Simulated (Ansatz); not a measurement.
BN:
```yaml
crystal:
  lattice:
    - [0.00000, 1.81238, 1.81238]
    - [1.81238, 0.00000, 1.81238]
    - [1.81238, 1.81238, 0.00000]
  atoms:
    - { symbol: N, position: [0.75000, 0.75000, 0.75000] }
    - { symbol: B, position: [0.00000, 0.00000, 0.00000] }
```

Relaxed with PBE. Special points in fractions of this cell's reciprocal vectors: Γ (0.000, 0.000, 0.000); X (0.500, 0.000, 0.500); U (0.625, 0.250, 0.625); K (0.375, 0.375, 0.750); L (0.500, 0.500, 0.500); W (0.500, 0.250, 0.750).

Q: List the band energies nearest the valence-band maximum at these points for plane-wave PAW PBE (Ansatz code).

A: In eV from the valence-band maximum; about four levels below and three above (degenerate sets whole), none deeper than 8.9 eV; … stands for higher levels left out; points with the same levels are listed once.

| k | below | above |
|---|---|---|
| Γ | 0.00 0.00 0.00 | … |
| X | -8.86 -4.86 -4.86 | 4.46 9.20 … |
| U | -8.08 -7.60 -4.04 | 6.90 12.80 … |
| L | -1.93 -1.93 | 10.03 … |
| W | -7.55 -6.90 -6.45 | 9.57 13.20 … |

Space group F-43m (zinc blende). The cell was relaxed with PBE under the symmetry of its start.

Potentials: the later of the program's two PAW sets.
